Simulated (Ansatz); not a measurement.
## Rocksalt alloy of MgS and MgSe (2 of 32 S sites exchanged), 64 atoms

Ansatz, PAW, plane waves. PBEsol relaxation of volume and atoms (shape held) at the single k point (¼, ¼, ¼) without its symmetry partners; single points on the relaxed atoms at the Γ point alone, onto which points of the small cell's zone fold. Arrangement: quasirandom. No spin–orbit coupling unless named.

Relaxed structure:

```
S Se Mg
1.0
    10.40129    0.00000    0.00000
     0.00000   10.40129    0.00000
     0.00000    0.00000   10.40129
S Se Mg
30 2 32
Direct
  0.24951 0.99995 0.99984
  0.24879 0.00060 0.49996
  0.24904 0.49980 0.99933
  0.24797 0.49898 0.50084
  0.74977 0.99980 0.99980
  0.75046 0.00041 0.49997
  0.75066 0.49970 0.99919
  0.75142 0.49879 0.50074
  0.99975 0.24973 0.99987
  0.99984 0.24974 0.50009
  0.99976 0.74991 0.99981
  0.99963 0.74978 0.50006
  0.49987 0.24914 0.99936
  0.49975 0.24893 0.50080
  0.49976 0.75072 0.99921
  0.99977 0.99987 0.24993
  0.99974 0.99989 0.75001
  0.99973 0.49977 0.24982
  0.99972 0.49969 0.75006
  0.49974 0.00055 0.24913
  0.49968 0.00054 0.75069
  0.49971 0.49899 0.75061
  0.24900 0.24911 0.24988
  0.24973 0.24990 0.75004
  0.24801 0.75068 0.24901
  0.24887 0.74992 0.75077
  0.75071 0.24887 0.24986
  0.74982 0.24978 0.74990
  0.75142 0.75055 0.24900
  0.75044 0.74980 0.75058
  0.49956 0.75018 0.50034
  0.49977 0.49937 0.24952
  0.99961 0.00003 0.99982
  0.99960 0.00092 0.49995
  0.99990 0.49974 0.99878
  0.99968 0.49852 0.50100
  0.49967 0.00108 0.99874
  0.49960 0.00487 0.50108
  0.49984 0.49868 0.99474
  0.49966 0.49418 0.50545
  0.24961 0.24982 0.00005
  0.24863 0.24976 0.49999
  0.24864 0.74990 0.99989
  0.24435 0.74983 0.49986
  0.75004 0.24977 0.99981
  0.75098 0.24951 0.49988
  0.75094 0.74967 0.99975
  0.75477 0.74953 0.49975
  0.24858 0.99984 0.24988
  0.24951 0.99991 0.74990
  0.24456 0.49988 0.25019
  0.24847 0.49998 0.75006
  0.75081 0.99968 0.24987
  0.74998 0.99984 0.74990
  0.75492 0.49959 0.25005
  0.75087 0.49982 0.74989
  0.99983 0.24871 0.24975
  0.99979 0.24964 0.75015
  0.99970 0.75096 0.24869
  0.99958 0.74996 0.75103
  0.49983 0.24467 0.24885
  0.49969 0.24865 0.75126
  0.49978 0.75528 0.24436
  0.49958 0.75104 0.75510
```

**Question.** What are the mean bond lengths by pair (pairs within 1.2 times the sum of covalent radii, less contacts 15 % beyond the pair's median; cation–cation pairs of compounds aside; long ionic contacts are cut short by that bound)?

**Answer.** Mg–S 2.597 ± 0.016 Å (standard deviation, 180 bonds); Mg–Se 2.656 ± 0.005 Å (standard deviation, 12 bonds).

**Question.** What gap lies between the top filled and the lowest empty level in the single points?

**Answer.** HSE06 3.67 eV (4.1 min on 8 threads of Neoverse-V2).
